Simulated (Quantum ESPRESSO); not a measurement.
## NbHf3NO7 (input and log of a self-consistent run)

Simulated, not a measurement. The program is pw.x of Quantum ESPRESSO 7.5 (plane-wave density functional theory). The cell is made up: 12 atoms on a rutile lattice, with randomly drawn elements, strain and displacements, not relaxed. PseudoDojo standard norm-conserving files (v0.5 for PBE, v0.4.1 for LDA and PBEsol) set the functional; there is no spin polarisation, spin-orbit coupling or dispersion term, and the masses in the input are unused placeholders.

The hafnium pseudopotential is less sure than the others, with forces about 3 percent (worst 6) and pressure in oxides about 1.5 GPa (worst 2.7) from a second method in checks, which no rerun with the same files tests.

Input:

```
&control calculation='scf', pseudo_dir='./dojo.nc.sr.pbe.v0_5.standard.upf', outdir='./o', disk_io='low', tprnfor=.true., tstress=.true. /
&system ibrav=0, nat=12, ntyp=4, nbnd=54, ecutwfc=107.82251126, nosym=.true., tot_charge=0,
 occupations='smearing', smearing='fd', degauss=0.0018374661
/
&electrons conv_thr=7.350e-09, electron_maxstep=60, /
ATOMIC_SPECIES
Hf 1.0 Hf.upf
N 1.0 N.upf
Nb 1.0 Nb.upf
O 1.0 O.upf
CELL_PARAMETERS angstrom
4.8651 0.0 0.0
0.0 4.8651 0.0
0.0 0.0 6.4336
ATOMIC_POSITIONS angstrom
Nb -0.041 0.0581 0.0027
Hf 2.4179 2.4169 1.5922
Hf 0.0074 -0.0019 3.212
Hf 2.3898 2.4298 4.824
N 1.5348 1.4983 0.0101
O 3.4342 3.3385 -0.0465
O 3.9077 0.9555 1.5826
O 0.9716 3.9111 1.6478
O 1.5002 1.4868 3.2064
O 3.3507 3.3773 3.2453
O 3.9489 0.9462 4.7731
O 0.8722 3.9041 4.8514
K_POINTS automatic
7 7 6 1 1 1
```

The log is shortened where brackets say so; the opening notice, blank lines, dates and the lines on written files are dropped, and the path of the files is cut. It prints rydbergs, bohrs and kilobars, and counts compression as positive stress. With no partly filled state, the Fermi energy that it prints is only some level between the filled and the empty states on the mesh, and need not lie in the true gap.

```
     Program PWSCF v.7.5
     Parallel version (MPI & OpenMP), running on       4 processor cores
     Number of MPI processes:                 4
     Threads/MPI process:                     1
     [start-up lines left out]
     bravais-lattice index     =            0
     lattice parameter (alat)  =       9.1937  a.u.
     unit-cell volume          =    1027.6239 (a.u.)^3
     number of atoms/cell      =           12
     number of atomic types    =            4
     number of electrons       =        96.00
     number of Kohn-Sham states=           54
     kinetic-energy cutoff     =     107.8225  Ry
     charge density cutoff     =     431.2900  Ry
     scf convergence threshold =      7.3E-09
     mixing beta               =       0.7000
     number of iterations used =            8  plain     mixing
     Exchange-correlation= PBE
                           (   1   4   3   4   0   0   0)
     [axes and pseudopotential details left out]
   Cartesian axes
     site n.     atom                  positions (alat units)
         1        Nb     tau(   1) = (  -0.0084274   0.0119422   0.0005550  )
         2        Hf     tau(   2) = (   0.4969888   0.4967832   0.3272697  )
         3        Hf     tau(   3) = (   0.0015210  -0.0003905   0.6602125  )
         4        Hf     tau(   4) = (   0.4912129   0.4994347   0.9915521  )
         5        N      tau(   5) = (   0.3154714   0.3079690   0.0020760  )
         6        O      tau(   6) = (   0.7058848   0.6862141  -0.0095579  )
         7        O      tau(   7) = (   0.8032106   0.1963988   0.3252965  )
         8        O      tau(   8) = (   0.1997081   0.8039095   0.3386981  )
         9        O      tau(   9) = (   0.3083595   0.3056052   0.6590615  )
        10        O      tau(  10) = (   0.6887217   0.6941892   0.6670572  )
        11        O      tau(  11) = (   0.8116791   0.1944873   0.9810898  )
        12        O      tau(  12) = (   0.1792769   0.8024707   0.9971840  )
     number of k points=   147  Fermi-Dirac smearing, width (Ry)=  0.0018
     Number of k-points >= 100: set verbosity='high' to print them.
     Dense  grid:   155421 G-vectors     FFT dimensions: (  64,  64,  81)
     Estimated max dynamical RAM per process >     853.87 MB
     Estimated total dynamical RAM >       3.22 GB
     Initial potential from superposition of free atoms
     starting charge      95.9921, renormalised to      96.0000
     Starting wfcs are   72 randomized atomic wfcs
     total cpu time spent up to now is       17.6 secs
     per-process dynamical memory:   762.7 Mb
     Self-consistent Calculation
     iteration #  1     ecut=   107.82 Ry     beta= 0.70
     Davidson diagonalization with overlap
     ethr =  1.00E-02,  avg # of iterations =  2.0
     total cpu time spent up to now is       51.4 secs
     total energy              =    -713.69696681 Ry
     estimated scf accuracy    <       5.98760232 Ry
     iteration #  2     ecut=   107.82 Ry     beta= 0.70
     Davidson diagonalization with overlap
     ethr =  6.24E-03,  avg # of iterations =  6.3
     total cpu time spent up to now is      102.6 secs
     total energy              =    -711.17867107 Ry
     estimated scf accuracy    <      30.84044570 Ry
     iteration #  3     ecut=   107.82 Ry     beta= 0.70
     Davidson diagonalization with overlap
     ethr =  6.24E-03,  avg # of iterations =  5.3
     total cpu time spent up to now is      146.6 secs
     total energy              =    -716.51679626 Ry
     estimated scf accuracy    <       3.08779416 Ry
     iteration #  4     ecut=   107.82 Ry     beta= 0.70
     Davidson diagonalization with overlap
     ethr =  3.22E-03,  avg # of iterations =  2.3
     total cpu time spent up to now is      183.2 secs
     total energy              =    -716.75765640 Ry
     estimated scf accuracy    <       0.64897726 Ry
     iteration #  5     ecut=   107.82 Ry     beta= 0.70
     Davidson diagonalization with overlap
     ethr =  6.76E-04,  avg # of iterations =  6.0
     total cpu time spent up to now is      225.0 secs
     total energy              =    -716.75115081 Ry
     estimated scf accuracy    <       0.25083111 Ry
     [iterations 6 to 11 left out]
     iteration # 12     ecut=   107.82 Ry     beta= 0.70
     Davidson diagonalization with overlap
     ethr =  1.37E-08,  avg # of iterations =  3.1
     total cpu time spent up to now is      524.7 secs
     total energy              =    -716.77857960 Ry
     estimated scf accuracy    <       0.00000640 Ry
     iteration # 13     ecut=   107.82 Ry     beta= 0.70
     Davidson diagonalization with overlap
     ethr =  6.67E-09,  avg # of iterations =  2.2
     total cpu time spent up to now is      561.5 secs
     total energy              =    -716.77858024 Ry
     estimated scf accuracy    <       0.00000146 Ry
     iteration # 14     ecut=   107.82 Ry     beta= 0.70
     Davidson diagonalization with overlap
     ethr =  1.52E-09,  avg # of iterations =  4.4
     total cpu time spent up to now is      600.2 secs
     total energy              =    -716.77858041 Ry
     estimated scf accuracy    <       0.00000027 Ry
     iteration # 15     ecut=   107.82 Ry     beta= 0.70
     Davidson diagonalization with overlap
     ethr =  2.76E-10,  avg # of iterations =  3.4
     total cpu time spent up to now is      641.3 secs
     total energy              =    -716.77858043 Ry
     estimated scf accuracy    <       0.00000005 Ry
     iteration # 16     ecut=   107.82 Ry     beta= 0.70
     Davidson diagonalization with overlap
     ethr =  4.95E-11,  avg # of iterations =  4.3
     total cpu time spent up to now is      686.9 secs
     End of self-consistent calculation
     Number of k-points >= 100: set verbosity='high' to print the bands.
     the Fermi energy is    10.4035 ev
!    total energy              =    -716.77858045 Ry
     estimated scf accuracy    <          3.6E-09 Ry
     smearing contrib. (-TS)   =      -0.00000000 Ry
     internal energy E=F+TS    =    -716.77858045 Ry
     The total energy is F=E-TS. E is the sum of the following terms:
     one-electron contribution =    -177.82291461 Ry
     hartree contribution      =     137.69502740 Ry
     xc contribution           =    -176.45569619 Ry
     ewald contribution        =    -500.19499705 Ry
     convergence has been achieved in  16 iterations
     Forces acting on atoms (cartesian axes, Ry/au):
     atom    1 type  3   force =     0.07472893    0.05631975   -0.01948739
     atom    2 type  1   force =    -0.00352669    0.01911481   -0.00355021
     atom    3 type  1   force =     0.00039797   -0.02103987    0.00359549
     atom    4 type  1   force =    -0.00054142    0.00306756    0.00812532
     atom    5 type  2   force =    -0.11329968   -0.10767455   -0.00625428
     atom    6 type  4   force =     0.03137220    0.05174980    0.01824581
     atom    7 type  4   force =     0.03491427   -0.04231896   -0.02044267
     atom    8 type  4   force =    -0.03800535    0.02823512   -0.04356501
     atom    9 type  4   force =    -0.01536130   -0.01822140   -0.00047943
     atom   10 type  4   force =     0.02894440    0.02712659   -0.01358912
     atom   11 type  4   force =     0.00269285   -0.01160370    0.05549068
     atom   12 type  4   force =    -0.00231619    0.01524483    0.02191083
     Total force =     0.228814     Total SCF correction =     0.000129
     Computing stress (Cartesian axis) and pressure
          total   stress  (Ry/bohr**3)                   (kbar)     P=      -16.54
  -0.00017304  -0.00022898  -0.00004194          -25.46      -33.68       -6.17
  -0.00022898  -0.00015803   0.00005815          -33.68      -23.25        8.55
  -0.00004194   0.00005815  -0.00000617           -6.17        8.55       -0.91
     init_run     :     16.59s CPU     17.10s WALL (       1 calls)
     electrons    :    664.19s CPU    669.36s WALL (       1 calls)
     forces       :      6.60s CPU      6.62s WALL (       1 calls)
     stress       :     23.47s CPU     24.04s WALL (       1 calls)
     [timing details left out]
     PWSCF        :  11m51.48s CPU  11m57.93s WALL
     JOB DONE.
```

In other units: free energy -9752.269 eV for the cell, pressure -1.65 GPa, largest force component 2.913 eV/Å. This run is the check on a run of the same cell at a cutoff of 1143 eV and k mesh 5 x 5 x 4: rerunning at a cutoff of 1467 eV and k mesh 7 x 7 x 6 moved values by no more than 0.004 eV in energy, 0.04 GPa in stress and 0.003 eV/Å in force.